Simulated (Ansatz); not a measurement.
Given:

LaBi₂Au:
```xyz
8
Lattice="4.6944 0.0000 0.0000 0.0000 4.6944 0.0000 0.0000 0.0000 10.2302" Properties=species:S:1:pos:R:3 pbc="T T T"
Bi     2.3472     0.0000     8.4054
Bi     0.0000     2.3472     1.8248
La     0.0000     2.3472     7.7950
La     2.3472     0.0000     2.4352
Bi     0.0000     0.0000     5.1151
Bi     2.3472     2.3472     5.1151
Au     0.0000     0.0000     0.0000
Au     2.3472     2.3472     0.0000
```

This is the r²SCAN-relaxed structure.

### Question
All from plane-wave PAW r²SCAN (Ansatz code), unless another level is named. Predict the formation energy from the elements (no fitted shifts).

### Answer
-69 kJ/mol-atom.

### Question
Give the density of states at the Fermi level.

### Answer
0.35 states/eV per atom (mean over ±0.08 eV).

### Question
Predict the gap with spin–orbit coupling.

### Answer
none (metallic).

Space group P4/nmm. The workflow started from an entry of the Crystallography Open Database (COD, 100 K). Whether it is the stable phase at ambient conditions was not checked. The cell was relaxed with r²SCAN under the symmetry of its start; its stability against distortions is not shown here. The references are the lowest solids computed at this level, not always the standard phases. Scalar-relativistic: spin–orbit coupling is off unless named, which matters more the heavier the elements.

Potentials: the later of the program's two PAW sets.
